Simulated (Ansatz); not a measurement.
MoP in space group P-6m2 (No. 187; Mo on 1a, P on 1f) under volume change, DFT-PBEsol in the program Ansatz with PAW potentials, shape and atoms relaxed at each volume.

```
V (Å³/atom)  E − E(relaxed) (meV/atom)  P (GPa)
-----------  -------------------------  -------
12.857                            98.4    26.94
13.281                            41.3    16.50
13.705                             9.8     7.59
14.129                             0.0     0.00
14.553                             8.8    -6.47
14.977                            33.4   -11.98
15.401                            71.4   -16.65
```

**Question.** What does a third-order Birch–Murnaghan fit give for V₀, B₀ and B′?

**Answer.** V₀ = 14.13 Å³/atom, B₀ = 233 GPa, B′ = 4.3.

The cell was relaxed with PBEsol under the symmetry of its start. The run is not spin-polarised.

Potentials: the later of the program's two PAW sets.
